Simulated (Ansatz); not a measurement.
SnC:
```yaml
crystal:
  lattice:
    - [3.10390, 0.00000, 0.00000]
    - [0.00000, 3.10390, 0.00000]
    - [0.00000, 0.00000, 3.10390]
  atoms:
    - { symbol: Sn, position: [0.00000, 0.00000, 0.00000] }
    - { symbol: C, position: [0.50000, 0.50000, 0.50000] }
```

Relaxed with PBE. Special points in fractions of this cell's reciprocal vectors: Γ (0.000, 0.000, 0.000); X (0.000, 0.500, 0.000); M (0.500, 0.500, 0.000); R (0.500, 0.500, 0.500).

Q: List the band energies nearest the Fermi level at these points for PBE in the plane-wave PAW code Ansatz.

A: In eV from the Fermi level; about four levels below and three above (degenerate sets whole), none deeper than 8.9 eV; … stands for higher levels left out; points with the same levels are listed once.

| k | below | above |
|---|---|---|
| Γ | -2.34 -0.88 -0.88 -0.88 | 7.05 7.05 … |
| X | – | 0.79 0.79 2.09 |
| M | -8.75 -5.47 -5.47 -5.11 | 1.11 6.07 6.07 |
| R | -2.12 -2.12 -2.12 -1.40 | … |

Space group Pm-3m (CsCl type). A made-up cell: these elements were put on the sites of a structure type; neither database checked (COD, Materials Project) lists it. Whether it is the stable phase at ambient conditions was not checked. The PBE relaxation kept the symmetry of its start; its stability against distortions is not shown here. Spin–orbit coupling is left out wherever it is not named.

Potentials: the earlier of the program's two PAW sets.
